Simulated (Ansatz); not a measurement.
Ta5Ge3:
```
CELL_PARAMETERS angstrom
     -3.31414     3.31414     6.01253
      3.31414    -3.31414     6.01253
      3.31414     3.31414    -6.01253
ATOMIC_POSITIONS crystal
  Ta 0.00703 0.18519 0.50000
  Ta 0.99297 0.81481 0.50000
  Ta 0.18519 0.68519 0.17816
  Ta 0.81481 0.31481 0.82184
  Ta 0.68519 0.50703 0.50000
  Ta 0.31481 0.49297 0.50000
  Ta 0.50703 0.00703 0.82184
  Ta 0.49297 0.99297 0.17816
  Ta 0.50000 0.50000 0.00000
  Ta 0.00000 0.00000 0.00000
  Ge 0.13589 0.63589 0.77178
  Ge 0.86411 0.36411 0.22822
  Ge 0.63589 0.86411 0.50000
  Ge 0.36411 0.13589 0.50000
  Ge 0.75000 0.75000 0.00000
  Ge 0.25000 0.25000 0.00000
```

Relaxed with r²SCAN. Special points in fractions of this cell's reciprocal vectors: Γ (0.000, 0.000, 0.000); X (0.000, 0.000, 0.500); P (0.250, 0.250, 0.250); N (0.000, 0.500, 0.000); M (0.500, 0.500, -0.500); S (0.326, 0.674, -0.326); S0 (-0.326, 0.326, 0.326); R (-0.152, 0.152, 0.500); G (0.500, 0.500, -0.152).

Task: List the band energies nearest the Fermi level at these points for the program Ansatz at the r²SCAN level (PAW).

Result: In eV from the Fermi level; about four levels below and three above (degenerate sets whole), none deeper than 8.9 eV; points with the same levels are listed once.

```csv
k,below,above
Γ,-0.85 -0.85 -0.79 -0.08,0.71 0.71 1.07 1.07
X,-1.49 -1.19 -0.60 -0.28,0.10 0.75 0.77
P,-1.76 -1.76 -1.00 -1.00,0.20 0.20 1.07 1.07
N,-1.58 -1.58 -1.50 -1.50,0.51 0.51 0.68 0.68
M,-0.23 -0.23 -0.05 -0.05,0.05 0.58 0.93
S,-1.30 -1.18 -1.18 -1.15,0.05 0.46 0.49
R,-0.96 -0.92 -0.25 -0.12,0.45 0.63 1.30 1.30
```

Space group I4/mcm. The first step of the workflow began from a Materials Project structure, measured or hypothetical; the Crystallography Open Database copy checked does not list it. Its standing as an ambient phase is unchecked. The r²SCAN relaxation kept the symmetry of its start; whether a distortion lowers the energy is not shown. The run is not spin-polarised. Scalar-relativistic: spin–orbit coupling is off unless named, which matters more the heavier the elements.

Potentials: the earlier of the program's two PAW sets.
